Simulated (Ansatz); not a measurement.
ZnCdTe2 in space group R3m (No. 160; Zn on 3a, Cd on 3a, Te on 3a, Te on 3a), the program Ansatz at the LDA level (PAW). The conduction-band minimum lies at Γ, with 1 equivalent valley. Second derivatives d²E/dk² of the lowest band at one valley (eV·Å²), along Cartesian directions:

```json
[
 {"direction": "[100]", "d²E/dk²": "122.5"},
 {"direction": "[010]", "d²E/dk²": "122.5"},
 {"direction": "[001]", "d²E/dk²": "98.33"},
 {"direction": "[110]", "d²E/dk²": "122.5"},
 {"direction": "[101]", "d²E/dk²": "110.5"},
 {"direction": "[011]", "d²E/dk²": "110.5"}
]
```

Q: Find the principal effective masses, the density-of-states mass and the conductivity mass.

A: Off-diagonal terms follow from H_xy = H[110] − (H_xx + H_yy)/2, and m*/mₑ = 7.620 eV·Å² over each eigenvalue: 0.062, 0.062, 0.077. One valley's DOS mass (m₁m₂m₃)^(1/3) = 0.067, conductivity mass 3/(Σ 1/mᵢ) = 0.067 mₑ.

Q: What effective density of states Nc follows at 300 K for parabolic valleys?

A: Nc = 2.509e19 × 1 × (0.067)^(3/2) ≈ 4.4e17 cm⁻³.

The first step of the workflow began from a Materials Project structure, measured or hypothetical; the Crystallography Open Database copy checked does not list it. Whether it is the stable phase at ambient conditions was not checked. The LDA relaxation kept the symmetry of its start; of distortions, only those at the zone centre were tested. Spin–orbit coupling is left out wherever it is not named.

Potentials: the later of the program's two PAW sets.

Edges and masses are those of Kohn–Sham bands, whose gap is no quasiparticle gap.
